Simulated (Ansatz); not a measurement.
# BiTe, relaxed from a wurtzite start to space group P6_3/mmc (read at 0.02 Å)

Computed with Ansatz (plane waves, PAW, 420 eV cutoff): PBE, scalar-relativistic, no spin polarisation, Γ-centred 8×8×4 mesh, 0.05 eV Gaussian smearing. The datasets are Ansatz's generated set soft_2.

```
Bi Te
1.0
     5.50608    0.00000    0.00000
    -2.75304    4.76840    0.00000
     0.00000    0.00000    6.44298
Bi Te
2 2
Direct
  0.66667 0.33333 0.06260
  0.33333 0.66667 0.56260
  0.66667 0.33333 0.56260
  0.33333 0.66667 0.06260
```

This is a trial structure; measured cells of the compound in the Crystallography Open Database are in space groups P-3m1, Fm-3m (rock salt).

The cell has space group P6_3/mmc (read at 0.01 Å). In it the stress is 0.02, 0.02, 0.00, 0.00, 0.00, 0.00 GPa and the largest force component 0.000 eV/Å. Each change below starts from this cell, without further relaxation. Stress is in GPa, positive in compression, in the order xx, yy, zz, yz, xz, xy; energies are counted from the cell above and are free energies with the smearing's entropy, which match forces and stress in a metal.

Task: What happens when atom 3 (Te) is moved by 0.12 Å along z?

Result: The energy changes by 6.1 meV per cell, and the force on it along the shift is -0.059 eV/Å (−F/u = 0.49 eV/Å²). Stress: -0.05, -0.05, 0.40, 0.00, 0.00, 0.00.
```
atom  Fx (eV/Å)     Fy      Fz
 Bi1      0.000  0.000   0.142
 Bi2      0.000  0.000   0.057
 Te3      0.000  0.000  -0.059
 Te4      0.000  0.000  -0.140
```
In a harmonic crystal the energy would rise by −½F·u = ½ × 0.49 × 0.12² eV = 3.6 meV, so the response isn't harmonic at this size, the electronic state shifts or, in a metal, the mesh is too coarse for so small an energy.

Task: What happens when atom 3 (Te) is moved by 0.02 Å along x?

Result: The energy changes by 0.2 meV per cell, and the force on it along the shift is -0.0166 eV/Å (−F/u = 0.83 eV/Å²). Stress: 0.02, 0.02, 0.01, 0.00, 0.00, 0.02.
```
atom  Fx (eV/Å)      Fy     Fz
 Bi1      0.001   0.000  0.000
 Bi2      0.000  -0.003  0.000
 Te3     -0.017   0.003  0.000
 Te4      0.016   0.000  0.000
```

Task: What stress follows from an engineering strain of -1 % in yy, atoms carried along?

Result: 0.48, 0.52, 0.01, 0.00, 0.00, 0.00 GPa; the energy changes by 2.8 meV per cell.
```tsv
atom	Fx (eV/Å)	Fy	Fz
Bi1	0.000	0.011	0.000
Bi2	0.000	-0.011	0.000
Te3	0.000	0.017	0.000
Te4	0.000	-0.017	0.000
```
The change of the stress over the strain gives a clamped-atom stiffness of about 50 GPa for this component, a secant value that lies under the elastic constant in tension and over it in compression, by several per cent for each per cent of strain.
In a harmonic crystal the energy would rise by V(½Cε² − σ₀ε), with σ₀ the stress of the unstrained cell, = 2.8 meV, which matches.

Task: What stress follows from an engineering strain of 3 % in yy, atoms carried along?

Result: -1.25, -1.16, 0.04, 0.00, 0.00, 0.00 GPa; the energy changes by 18.3 meV per cell.
```tsv
atom	Fx (eV/Å)	Fy	Fz
Bi1	0.000	0.025	0.000
Bi2	0.000	-0.025	0.000
Te3	0.000	-0.011	0.000
Te4	0.000	0.011	0.000
```
The change of the stress over the strain gives a clamped-atom stiffness of about 39 GPa for this component, a secant value that lies under the elastic constant in tension and over it in compression, by several per cent for each per cent of strain.
In a harmonic crystal the energy would rise by V(½Cε² − σ₀ε), with σ₀ the stress of the unstrained cell, = 18.1 meV, which matches.

Task: All atoms and the cell are disturbed at random:
```
CELL_PARAMETERS angstrom
5.40918 -0.01365 -0.08173
-2.71641 4.73004 0.09925
-0.09564 0.07889 6.49826
ATOMIC_POSITIONS crystal
Bi 0.68775 0.34777 0.04610
Bi 0.30502 0.65659 0.53447
Te 0.66323 0.32679 0.59108
Te 0.34400 0.66885 0.07874
```
Give the energy change, the stress and the forces.

Result: 166.3 meV per cell; stress 1.70, 1.33, 1.89, -0.04, -0.12, 0.35 GPa.
| atom | Fx (eV/Å) | Fy | Fz |
| --- | --- | --- | --- |
| Bi1 | -0.060 | -0.015 | 0.526 |
| Bi2 | 0.074 | 0.074 | 0.604 |
| Te3 | -0.057 | -0.051 | -0.586 |
| Te4 | 0.043 | -0.008 | -0.544 |

Task: All atoms and the cell are disturbed at random:
```xyz
4
Lattice="5.4717 0.0539 -0.0206 -2.6892 4.8275 -0.0112 -0.0241 -0.0291 6.3911" Properties=species:S:1:pos:R:3 pbc="T T T"
Bi    2.8097    1.6900    0.3607
Bi   -0.0374    3.1314    3.5660
Te    2.7620    1.6575    3.5615
Te    0.0006    3.2474    0.4395
```
Give the energy change, the stress and the forces.

Result: 5.6 meV per cell; stress -0.21, -0.17, 0.97, 0.02, 0.00, 0.09 GPa.
| atom | Fx (eV/Å) | Fy | Fz |
| --- | --- | --- | --- |
| Bi1 | 0.051 | 0.053 | 0.068 |
| Bi2 | -0.054 | -0.017 | 0.086 |
| Te3 | 0.025 | -0.019 | -0.094 |
| Te4 | -0.023 | -0.017 | -0.061 |

For elements this heavy, spin–orbit coupling would shift levels and gaps; it isn't included here.
